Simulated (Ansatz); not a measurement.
MgO (rock salt, space group No. 225), r²SCAN in the plane-wave PAW code Ansatz: ε∞ = 3.00, cell volume 18.58 Å³. Infrared-active transverse modes:

| ω_TO (cm⁻¹) | oscillator strength S_xx (e²/amu) |
|---|---|
| 398.8 | 0.4058 |

Compute the static dielectric constant.

Each mode adds (4.921e7/V) S/ω²: 6.76. So ε0 = 9.75.

What LO frequency does the Lyddane–Sachs–Teller relation give?

ω_LO = ω_TO √(ε0/ε∞) = 719 cm⁻¹.

Space group Fm-3m (rock salt). The r²SCAN relaxation kept the symmetry of its start; phonons on a q-mesh show no instability.

Potentials: the later of the program's two PAW sets.
